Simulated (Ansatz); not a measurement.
## Notes on CaHCl

```xyz
6
Lattice="3.7522 0.0000 0.0000 0.0000 3.7522 0.0000 0.0000 0.0000 7.6940" Properties=species:S:1:pos:R:3 pbc="T T T"
Ca    0.0000    1.8761    1.0772
Ca    1.8761    0.0000    6.6168
H     0.0000    0.0000    0.0000
H     1.8761    1.8761    0.0000
Cl    0.0000    1.8761    5.1550
Cl    1.8761    0.0000    2.5390
```

Single point in Ansatz 0.2.0 with r2SCAN, no spin polarisation. Cutoff 500 eV, PAW datasets, 7×7×4 Γ-centred k mesh, cold filling (width 0.1082 eV).

Charges: Bader charges in e: Ca +1.53, H -0.72, Cl -0.81. In the mean Ca gives up most and Cl takes most.
Electronic structure: The gap is 4.77 eV, indirect (the least direct gap found is 5.05 eV).
Contacts: Ca–H at 2.16 Å: least valence density 0.22 e/Å³ and ELF 0.14 there, a closed-shell (ionic or weak) contact. Cl–Ca at 3.03 Å: least valence density 0.10 e/Å³ and ELF 0.05 there, a closed-shell (ionic or weak) contact. Cl–H at 3.16 Å: least valence density 0.07 e/Å³ and ELF 0.07 there, a closed-shell (ionic or weak) contact. Both are smooth PAW fields, read partly inside the augmentation spheres.
Formation energy: -1.64 eV an atom against the elements' usual phases (free molecules for gases, crystals otherwise, with no correction for O₂ or N₂), so it is bound against them; other compounds may still compete. Relaxing would lower it.

Origin: a known structure type with other elements, at an estimated volume, so it need not be a known compound. Caveats: atoms or cell far from equilibrium.
